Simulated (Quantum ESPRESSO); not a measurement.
## Mo3Cu3Ti2 (one run as intended and one with a planted mistake)

Computed values, not a measurement. The program is pw.x of Quantum ESPRESSO 7.5 (plane-wave density functional theory). The cell is made up: eight metal atoms on a face-centred cubic lattice, with elements, volume, strain and displacements drawn at random and not relaxed, so it may be unstable or far from any real phase. PseudoDojo standard norm-conserving files set the functional (PBE unless stated); there is no spin polarisation or spin-orbit coupling, the Fermi-Dirac width of 0.25 eV means electrons at about 2900 K, and the masses in the input are unused placeholders. The copper pseudopotential is less sure than most, with forces differing by about three percent and pressure by about two GPa from a second method on plain copper. A spin test at this wide smearing found no moment, but such smearing suppresses magnetism that the real alloy may have.

Intended input:

```
&control calculation='scf', pseudo_dir='./dojo.nc.sr.pbe.v0_5.standard.upf', outdir='./o', disk_io='minimal', tprnfor=.true., tstress=.true. /
&system ibrav=0, nat=8, ntyp=3, nbnd=76, ecutwfc=92.02030273, nosym=.true., tot_charge=0,
 occupations='smearing', smearing='fd', degauss=0.0183746611
/
&electrons conv_thr=1.470e-08, electron_maxstep=70, mixing_beta=0.5 /
ATOMIC_SPECIES
Cu 1.0 Cu.upf
Mo 1.0 Mo.upf
Ti 1.0 Ti.upf
CELL_PARAMETERS angstrom
-0.0021 -0.0077 -3.7279
3.8217 -0.0534 0.0021
0.1069 -7.6601 -0.0155
ATOMIC_POSITIONS angstrom
Mo -0.095 0.0258 -0.0405
Cu 0.0688 -3.7516 -0.0707
Ti 1.9107 -1.9732 -0.0602
Mo 2.0126 -5.8016 0.0002
Cu 0.0401 -1.9572 -1.9546
Ti 0.0498 -5.7205 -1.7973
Mo 1.9442 -0.0372 -1.8905
Cu 1.9927 -3.81 -1.9731
K_POINTS automatic
6 6 3 1 1 1
```

The log is shortened where brackets say so; the opening notice, blank lines, dates and the lines on written files are dropped, and the path of the files is cut. It prints rydbergs, bohrs and kilobars, and counts compression as positive stress. Its total energy is the free energy E - TS of the whole cell.

Log of the intended run:

```
     Program PWSCF v.7.5
     Parallel version (MPI & OpenMP), running on       4 processor cores
     Number of MPI processes:                 4
     Threads/MPI process:                     1
     [start-up lines left out]
     bravais-lattice index     =            0
     lattice parameter (alat)  =       7.0447  a.u.
     unit-cell volume          =     736.3177 (a.u.)^3
     number of atoms/cell      =            8
     number of atomic types    =            3
     number of electrons       =       123.00
     number of Kohn-Sham states=           76
     kinetic-energy cutoff     =      92.0203  Ry
     charge density cutoff     =     368.0812  Ry
     scf convergence threshold =      1.5E-08
     mixing beta               =       0.5000
     number of iterations used =            8  plain     mixing
     Exchange-correlation= PBE
                           (   1   4   3   4   0   0   0)
     [axes and pseudopotential details left out]
   Cartesian axes
     site n.     atom                  positions (alat units)
         1        Mo     tau(   1) = (  -0.0254835   0.0069208  -0.0108640  )
         2        Cu     tau(   2) = (   0.0184554  -1.0063552  -0.0189651  )
         3        Ti     tau(   3) = (   0.5125394  -0.5293048  -0.0161485  )
         4        Mo     tau(   4) = (   0.5398738  -1.5562614   0.0000536  )
         5        Cu     tau(   5) = (   0.0107567  -0.5250129  -0.5243154  )
         6        Ti     tau(   6) = (   0.0133587  -1.5345065  -0.4821202  )
         7        Mo     tau(   7) = (   0.5215257  -0.0099788  -0.5071208  )
         8        Cu     tau(   8) = (   0.5345356  -1.0220208  -0.5292780  )
     number of k points=    54  Fermi-Dirac smearing, width (Ry)=  0.0184
                       cart. coord. in units 2pi/alat
        k(    1) = (   0.0802186  -0.0798231  -0.0832138), wk =   0.0370370
        k(    2) = (   0.0847532   0.2446854  -0.0838867), wk =   0.0370370
     [further k points left out]
     Dense  grid:    87771 G-vectors     FFT dimensions: (  45,  45,  90)
     Estimated max dynamical RAM per process >     326.17 MB
     Estimated total dynamical RAM >       1.21 GB
     Initial potential from superposition of free atoms
     starting charge     122.9916, renormalised to     123.0000
     Starting wfcs are   80 randomized atomic wfcs
     total cpu time spent up to now is        3.7 secs
     per-process dynamical memory:   258.0 Mb
     Self-consistent Calculation
     iteration #  1     ecut=    92.02 Ry     beta= 0.50
     Davidson diagonalization with overlap
     ethr =  1.00E-02,  avg # of iterations =  2.8
     total cpu time spent up to now is       12.8 secs
     total energy              =   -1776.63614508 Ry
     estimated scf accuracy    <      29.40215948 Ry
     iteration #  2     ecut=    92.02 Ry     beta= 0.50
     Davidson diagonalization with overlap
     ethr =  1.00E-02,  avg # of iterations =  4.9
     total cpu time spent up to now is       24.8 secs
     total energy              =   -1780.51706387 Ry
     estimated scf accuracy    <     259.97446068 Ry
     [iterations 3 to 20 left out]
     iteration # 21     ecut=    92.02 Ry     beta= 0.50
     Davidson diagonalization with overlap
     ethr =  3.34E-11,  avg # of iterations =  2.2
     total cpu time spent up to now is      181.0 secs
     total energy              =   -1796.66872620 Ry
     estimated scf accuracy    <       0.00000002 Ry
     iteration # 22     ecut=    92.02 Ry     beta= 0.50
     Davidson diagonalization with overlap
     ethr =  1.60E-11,  avg # of iterations =  2.0
     total cpu time spent up to now is      188.1 secs
     End of self-consistent calculation
     [lines on levels left out]
!    total energy              =   -1796.66872620 Ry
     estimated scf accuracy    <          6.4E-10 Ry
     smearing contrib. (-TS)   =      -0.10919385 Ry
     internal energy E=F+TS    =   -1796.55953235 Ry
     The total energy is F=E-TS. E is the sum of the following terms:
     one-electron contribution =    -844.43854695 Ry
     hartree contribution      =     496.30361108 Ry
     xc contribution           =    -237.24026991 Ry
     ewald contribution        =   -1211.18432658 Ry
     convergence has been achieved in  22 iterations
     Forces acting on atoms (cartesian axes, Ry/au):
     atom    1 type  2   force =     0.05766623   -0.09643090    0.00765543
     atom    2 type  1   force =    -0.00513726   -0.00308535    0.00717600
     atom    3 type  3   force =     0.00373556   -0.02318994   -0.00718255
     atom    4 type  2   force =    -0.02650244    0.08478363    0.01031632
     atom    5 type  1   force =    -0.00552656   -0.01747978    0.01157203
     atom    6 type  3   force =     0.02998918    0.13388080   -0.03329106
     atom    7 type  2   force =    -0.04944154   -0.08097887   -0.01297360
     atom    8 type  1   force =    -0.00478318    0.00250041    0.01672744
     Total force =     0.226388     Total SCF correction =     0.000163
     Computing stress (Cartesian axis) and pressure
          total   stress  (Ry/bohr**3)                   (kbar)     P=      193.20
   0.00122720   0.00020599   0.00000682          180.53       30.30        1.00
   0.00020599   0.00158648   0.00004095           30.30      233.38        6.02
   0.00000682   0.00004095   0.00112644            1.00        6.02      165.70
     init_run     :      3.47s CPU      3.60s WALL (       1 calls)
     electrons    :    180.77s CPU    184.39s WALL (       1 calls)
     forces       :      1.19s CPU      1.19s WALL (       1 calls)
     stress       :      4.00s CPU      4.00s WALL (       1 calls)
     [timing details left out]
     PWSCF        :   3m 9.56s CPU   3m13.32s WALL
     JOB DONE.
```

A second run has one planted mistake: the cell and the positions are scaled by a wrong factor. The input lines that differ:

```
- -0.0021 -0.0077 -3.7279
- 3.8217 -0.0534 0.0021
- 0.1069 -7.6601 -0.0155
+ -0.0021 -0.0076 -3.6694
+ 3.7617 -0.0526 0.0021
+ 0.1052 -7.5398 -0.0153
- Mo -0.095 0.0258 -0.0405
- Cu 0.0688 -3.7516 -0.0707
- Ti 1.9107 -1.9732 -0.0602
- Mo 2.0126 -5.8016 0.0002
- Cu 0.0401 -1.9572 -1.9546
- Ti 0.0498 -5.7205 -1.7973
- Mo 1.9442 -0.0372 -1.8905
- Cu 1.9927 -3.81 -1.9731
+ Mo -0.0935 0.0254 -0.0399
+ Cu 0.0677 -3.6927 -0.0696
+ Ti 1.8807 -1.9422 -0.0593
+ Mo 1.981 -5.7105 0.0002
+ Cu 0.0395 -1.9265 -1.9239
+ Ti 0.049 -5.6307 -1.7691
+ Mo 1.9137 -0.0366 -1.8608
+ Cu 1.9614 -3.7502 -1.9421
```

Its log:

```
     Program PWSCF v.7.5
     Parallel version (MPI & OpenMP), running on       4 processor cores
     Number of MPI processes:                 4
     Threads/MPI process:                     1
     [start-up lines left out]
     bravais-lattice index     =            0
     lattice parameter (alat)  =       6.9342  a.u.
     unit-cell volume          =     702.1808 (a.u.)^3
     number of atoms/cell      =            8
     number of atomic types    =            3
     number of electrons       =       123.00
     number of Kohn-Sham states=           76
     kinetic-energy cutoff     =      92.0203  Ry
     charge density cutoff     =     368.0812  Ry
     scf convergence threshold =      1.5E-08
     mixing beta               =       0.5000
     number of iterations used =            8  plain     mixing
     Exchange-correlation= PBE
                           (   1   4   3   4   0   0   0)
     [axes and pseudopotential details left out]
   Cartesian axes
     site n.     atom                  positions (alat units)
         1        Mo     tau(   1) = (  -0.0254809   0.0069221  -0.0108737  )
         2        Cu     tau(   2) = (   0.0184498  -1.0063475  -0.0189676  )
         3        Ti     tau(   3) = (   0.5125349  -0.5292951  -0.0161606  )
         4        Mo     tau(   4) = (   0.5398690  -1.5562454   0.0000545  )
         5        Cu     tau(   5) = (   0.0107647  -0.5250165  -0.5243079  )
         6        Ti     tau(   6) = (   0.0133537  -1.5344980  -0.4821213  )
         7        Mo     tau(   7) = (   0.5215282  -0.0099744  -0.5071117  )
         8        Cu     tau(   8) = (   0.5345276  -1.0220176  -0.5292679  )
     number of k points=    54  Fermi-Dirac smearing, width (Ry)=  0.0184
                       cart. coord. in units 2pi/alat
        k(    1) = (   0.0802191  -0.0798238  -0.0832141), wk =   0.0370370
        k(    2) = (   0.0847571   0.2446887  -0.0838888), wk =   0.0370370
     [further k points left out]
     Dense  grid:    83785 G-vectors     FFT dimensions: (  45,  45,  90)
     Estimated max dynamical RAM per process >     311.94 MB
     Estimated total dynamical RAM >       1.16 GB
     Initial potential from superposition of free atoms
     starting charge     122.9916, renormalised to     123.0000
     Starting wfcs are   80 randomized atomic wfcs
     total cpu time spent up to now is        3.7 secs
     per-process dynamical memory:   247.0 Mb
     Self-consistent Calculation
     iteration #  1     ecut=    92.02 Ry     beta= 0.50
     Davidson diagonalization with overlap
     ethr =  1.00E-02,  avg # of iterations =  2.9
     total cpu time spent up to now is       13.0 secs
     total energy              =   -1775.98837266 Ry
     estimated scf accuracy    <      30.28235926 Ry
     iteration #  2     ecut=    92.02 Ry     beta= 0.50
     Davidson diagonalization with overlap
     ethr =  1.00E-02,  avg # of iterations =  4.8
     total cpu time spent up to now is       24.9 secs
     total energy              =   -1780.09202026 Ry
     estimated scf accuracy    <     265.00226483 Ry
     [iterations 3 to 19 left out]
     iteration # 20     ecut=    92.02 Ry     beta= 0.50
     Davidson diagonalization with overlap
     ethr =  3.00E-11,  avg # of iterations =  4.2
     total cpu time spent up to now is      173.6 secs
     total energy              =   -1796.60970313 Ry
     estimated scf accuracy    <       0.00000003 Ry
     iteration # 21     ecut=    92.02 Ry     beta= 0.50
     Davidson diagonalization with overlap
     ethr =  2.38E-11,  avg # of iterations =  1.6
     total cpu time spent up to now is      180.6 secs
     End of self-consistent calculation
     [lines on levels left out]
!    total energy              =   -1796.60970314 Ry
     estimated scf accuracy    <          4.5E-10 Ry
     smearing contrib. (-TS)   =      -0.10367779 Ry
     internal energy E=F+TS    =   -1796.50602535 Ry
     The total energy is F=E-TS. E is the sum of the following terms:
     one-electron contribution =    -814.66155030 Ry
     hartree contribution      =     486.26226942 Ry
     xc contribution           =    -237.60245734 Ry
     ewald contribution        =   -1230.50428713 Ry
     convergence has been achieved in  21 iterations
     Forces acting on atoms (cartesian axes, Ry/au):
     atom    1 type  2   force =     0.06963578   -0.11235116    0.00921797
     atom    2 type  1   force =    -0.00514424   -0.00271259    0.00749082
     atom    3 type  3   force =     0.00400694   -0.02837195   -0.00847594
     atom    4 type  2   force =    -0.03153694    0.10499032    0.01122716
     atom    5 type  1   force =    -0.00652135   -0.02385475    0.01350146
     atom    6 type  3   force =     0.03465194    0.15379258   -0.03815451
     atom    7 type  2   force =    -0.05922469   -0.09594695   -0.01442546
     atom    8 type  1   force =    -0.00586744    0.00445450    0.01961850
     Total force =     0.266733     Total SCF correction =     0.000066
     Computing stress (Cartesian axis) and pressure
          total   stress  (Ry/bohr**3)                   (kbar)     P=      319.63
   0.00207534   0.00023726   0.00000881          305.29       34.90        1.30
   0.00023726   0.00246948   0.00004572           34.90      363.27        6.73
   0.00000881   0.00004572   0.00197359            1.30        6.73      290.33
     init_run     :      3.53s CPU      3.67s WALL (       1 calls)
     electrons    :    173.11s CPU    176.87s WALL (       1 calls)
     forces       :      1.17s CPU      1.17s WALL (       1 calls)
     stress       :      3.93s CPU      3.93s WALL (       1 calls)
     [timing details left out]
     PWSCF        :   3m 1.81s CPU   3m 5.73s WALL
     JOB DONE.
```

|  | intended run | run with the mistake |
| --- | --- | --- |
| free energy (eV) | -24444.923 | -24444.120 |
| entropy term -TS, part of it (eV) | -1.486 | -1.411 |
| pressure (GPa) | 19.32 | 31.96 |
| size of the largest force component (eV/Å) | 3.442 | 3.954 |
| largest change of a force component (eV/Å) |  | 0.520 |
| iterations | 22 | 21 |

For scale, a rerun of the intended cell at a higher cutoff and on a denser mesh moved values by no more than 0.007 eV in energy, 0.06 GPa in stress and 0.020 eV/Å in force, and a second program with other atomic files agreed on that cell to 2 % rms in force and 0.5 GPa in pressure.